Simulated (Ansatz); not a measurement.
This cell of La$_{2}$O$_{3}$ (A-La2O3 type, space group P-3m1) is off equilibrium:

```xyz
5
Lattice="3.9061 0.0000 0.0000 -1.9531 3.3828 0.0000 0.0000 0.0000 6.0402" Properties=species:S:1:pos:R:3 pbc="T T T"
La     0.0000     2.2552     1.4821
La     1.9531     1.1276     4.5582
O      0.0000     0.0000     0.0000
O      0.0000     2.2552     3.9021
O      1.9531     1.1276     1.9502
```

These are PBEsol (plane waves to 420 eV, PAW, scalar-relativistic; Ansatz, an electronic-structure program) values and carry that method's errors. k mesh 8×8×5 (Γ-centred), Fermi-Dirac smearing 0.05 eV. E stands for the smeared free energy. Compression counts positive. La2O3 is run without spin polarisation. La2O3 was relaxed with its symmetry unable to fall.

**Question.** Predict the force on every atom, in eV/Å.

**Answer.** 
```json
[
 {"atom": "La1", "Fx": "0.000", "Fy": "0.000", "Fz": "-0.760"},
 {"atom": "La2", "Fx": "0.000", "Fy": "0.000", "Fz": "0.299"},
 {"atom": "O3", "Fx": "0.000", "Fy": "0.000", "Fz": "-0.571"},
 {"atom": "O4", "Fx": "0.000", "Fy": "0.000", "Fz": "-0.141"},
 {"atom": "O5", "Fx": "0.000", "Fy": "0.000", "Fz": "1.173"}
]
```

**Question.** What is the stress tensor (GPa)?

**Answer.** 
```
   1.48     0.00     0.00
   0.00     1.48     0.00
   0.00     0.00    -0.33
```
The pressure, a third of the trace, is 0.88 GPa.

**Question.** In it atom 5 sits (0.000, 0.000, -0.188) Å away from its relaxed site. What is its energy relative to the relaxed cell?

**Answer.** 120 meV/cell.

(For displaced atoms, the force is minus the slope of the energy, and its curvature is a force constant, which sets phonon frequencies.)
